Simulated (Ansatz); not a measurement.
Input, command and steps of an Ansatz relaxation.

```yaml
crystal:
  lattice:
    - [-1.6735234227, 1.6735234227, 5.713982232]
    - [1.6735234227, -1.6735234227, 5.713982232]
    - [1.6735234227, 1.6735234227, -5.713982232]
  atoms:
    - { symbol: Nb, position: [0.7500346828, 0.7500346828, 0.0] }
    - { symbol: Nb, position: [0.5000346828, 1.0000346828, 0.5] }
    - { symbol: P, position: [0.3325938922, 0.3325938922, 0.0] }
    - { symbol: P, position: [0.0825938922, 0.5825938922, 0.5] }
basis:
  ecutwfc: 420
kpoints:
  mp_grid: { grid: [18, 18, 18] }
hamiltonian:
  xc: lda
scf:
  occupations: { method: gaussian, width: 0.1 }
output:
  forces: true
  stress: true
  eigenvalues: true
relax:
  adjacent_minimum: "off"
  f_tol: 0.005
  max_steps: 50
  cell: { stress_tol: 0.05 }
```

```bash
ansatz run input.yaml --threads 1 --pin off --max-ram 2560MiB --backend cpu --events-out ev --progress --plain --runs-dir out
```

Method: DFT LDA, scalar-relativistic, plane waves, PAW (Ansatz).

Of 6 frames 6 are shown, positions in Å and forces in eV/Å; the SCF threshold varies from step to step. Steps run on the plane waves of an earlier cell, with a Pulay correction in the pressure. The basis is chosen afresh for the last frame, the zero of the energies, and at times for earlier ones too; energy and pressure step there, also at an unchanged geometry.

```xyz
4
Lattice="-1.6735 1.6735 5.7140 1.6735 -1.6735 5.7140 1.6735 1.6735 -5.7140" Properties=species:S:1:pos:R:3:forces:R:3 pbc="T T T" step=1 free_energy_over_end_meV_per_atom=18.48 pressure_GPa=-8.37
Nb    0.0000    0.0000    8.5714    0.0000    0.0000   -0.0027
Nb    1.6735    0.0000    5.7144    0.0000    0.0000   -0.0027
P     0.0000    0.0000    3.8009    0.0000    0.0000    0.0027
P     1.6735    0.0000    0.9439    0.0000    0.0000    0.0027
4
Lattice="-1.6402 1.6402 5.5243 1.6402 -1.6402 5.5243 1.6402 1.6402 -5.5243" Properties=species:S:1:pos:R:3:forces:R:3 pbc="T T T" step=2 free_energy_over_end_meV_per_atom=9.21 pressure_GPa=6.64
Nb    0.0000    0.0000    8.2921    0.0000    0.0000    0.0018
Nb    1.6402    0.0000    5.5300    0.0000    0.0000    0.0018
P     0.0000    0.0000    3.6695    0.0000    0.0000   -0.0018
P     1.6402    0.0000    0.9073    0.0000    0.0000   -0.0018
4
Lattice="-1.6518 1.6518 5.6266 1.6518 -1.6518 5.6266 1.6518 1.6518 -5.6266" Properties=species:S:1:pos:R:3:forces:R:3 pbc="T T T" step=3 free_energy_over_end_meV_per_atom=-0.05 pressure_GPa=-0.40
Nb    0.0000    0.0000    8.4413    0.0000    0.0000    0.0049
Nb    1.6518    0.0000    5.6280    0.0000    0.0000    0.0049
P     0.0000    0.0000    3.7417    0.0000    0.0000   -0.0049
P     1.6518    0.0000    0.9284    0.0000    0.0000   -0.0049
4
Lattice="-1.6521 1.6521 5.6136 1.6521 -1.6521 5.6136 1.6521 1.6521 -5.6136" Properties=species:S:1:pos:R:3:forces:R:3 pbc="T T T" step=4 free_energy_over_end_meV_per_atom=-0.12 pressure_GPa=-0.04
Nb    0.0000    0.0000    8.4228    0.0000    0.0000   -0.0011
Nb    1.6521    0.0000    5.6160    0.0000    0.0000   -0.0011
P     0.0000    0.0000    3.7320    0.0000    0.0000    0.0011
P     1.6521    0.0000    0.9252    0.0000    0.0000    0.0011
4
Lattice="-1.6518 1.6518 5.6147 1.6518 -1.6518 5.6147 1.6518 1.6518 -5.6147" Properties=species:S:1:pos:R:3:forces:R:3 pbc="T T T" step=5 free_energy_over_end_meV_per_atom=-0.12 pressure_GPa=0.00
Nb    0.0000    0.0000    8.4243    0.0000    0.0000    0.0002
Nb    1.6518    0.0000    5.6170    0.0000    0.0000    0.0002
P     0.0000    0.0000    3.7329    0.0000    0.0000   -0.0002
P     1.6518    0.0000    0.9256    0.0000    0.0000   -0.0002
4
Lattice="-1.6518 1.6518 5.6147 1.6518 -1.6518 5.6147 1.6518 1.6518 -5.6147" Properties=species:S:1:pos:R:3:forces:R:3 pbc="T T T" step=6 free_energy_over_end_meV_per_atom=0.00 pressure_GPa=-0.01
Nb    0.0000    0.0000    8.4243    0.0000    0.0000    0.0002
Nb    1.6518    0.0000    5.6170    0.0000    0.0000    0.0002
P     0.0000    0.0000    3.7329    0.0000    0.0000   -0.0002
P     1.6518    0.0000    0.9256    0.0000    0.0000   -0.0002
```

It took 10 min on 1 thread of AMD EPYC (Zen 3), with other jobs on the host, peak memory 0.92 GiB.